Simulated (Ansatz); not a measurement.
NbC (rock salt), relaxed with LDA (Ansatz, an electronic-structure program, plane waves, PAW): a = b = c = 4.427 Å, α = β = γ = 90.00°.

- ΔH_f (eV/atom) = -0.62
- B₀ by P(V) fit (GPa) = 333

Question: The same phase is relaxed and computed with PBE in the same code. What are the cell and these values now?

Answer: a = 4.4851 Å, b = 4.4851 Å, c = 4.4851 Å, α = 90.00°, β = 90.00°, γ = 90.00°.

- ΔH_f (eV/atom) = -0.54
- B₀ by P(V) fit (GPa) = 300

All cells were relaxed under the symmetry of their starts (and spin orders); stability against distortions was not tested throughout. Rows with no word on spin ran without spin polarisation. Scalar-relativistic: spin–orbit coupling is off unless named, which matters more the heavier the elements.

Potentials: the later of the program's two PAW sets.

Ansatz is a plane-wave DFT program.

Formation energies count from the lowest solids of the elements computed at the same level, not from gases.
